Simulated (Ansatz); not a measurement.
## Property card for GaP

GaP:
```cif
data_Ga6P6
_chemical_formula_sum 'Ga6 P6'
_space_group_name_H-M_alt 'R-3m :H'
_space_group_IT_number 166
_space_group_name_Hall '-R 3 2"'
_cell_length_a 3.85362
_cell_length_b 3.85362
_cell_length_c 19.17028
_cell_angle_alpha 90.000
_cell_angle_beta 90.000
_cell_angle_gamma 120.000
loop_
_atom_site_label
_atom_site_type_symbol
_atom_site_symmetry_multiplicity
_atom_site_Wyckoff_symbol
_atom_site_fract_x
_atom_site_fract_y
_atom_site_fract_z
_atom_site_occupancy
Ga1 Ga 6 c 0.00000 0.00000 0.43547 1
P1 P 6 c 0.00000 0.00000 0.05735 1
```
(The calculation used a cell of 4 atoms; values per cell refer to that cell.)

Space group R-3m (No. 166); conventional cell a = b = 3.854 Å, c = 19.170 Å, α = β = 90.00°, γ = 120.00°.

Method: HSE06 in the plane-wave PAW code Ansatz. Structure relaxed to zero pressure with the same functional. Other levels are named where they apply.

Cell and energy:

```yaml
volume_per_atom: 20.55 Å³
density: 4.07 g/cm³
```

Electronic structure:

```yaml
band_gap: 1.44 eV (indirect)
valence_band_maximum: at Γ
conduction_band_minimum: at F (3 equivalent valleys)
smallest_direct_gap_on_the_standard_path: 1.96 eV
Gap with spin–orbit coupling: 1.40 eV (at the special points and the edges found without it)
```

Mechanics:

```yaml
Bulk modulus (Birch–Murnaghan fit): 79.6 GPa
Pressure derivative B′: 4.5
```

Charges:

```yaml
bader_charges: Ga +0.66, P -0.66 e
```

The first step of the workflow began from a Materials Project structure, measured or hypothetical; the Crystallography Open Database copy checked does not list it. It is not the phase usual at ambient conditions (space group No. 216). The HSE06 relaxation kept the symmetry of its start; its stability against distortions is not shown here. The hybrid was solved on a coarse mesh, the path and, where they were found, the r²SCAN edge points; its band edges are the extreme levels among these. Scalar-relativistic: spin–orbit coupling is off unless named, which matters more the heavier the elements.

Potentials: the later of the program's two PAW sets.
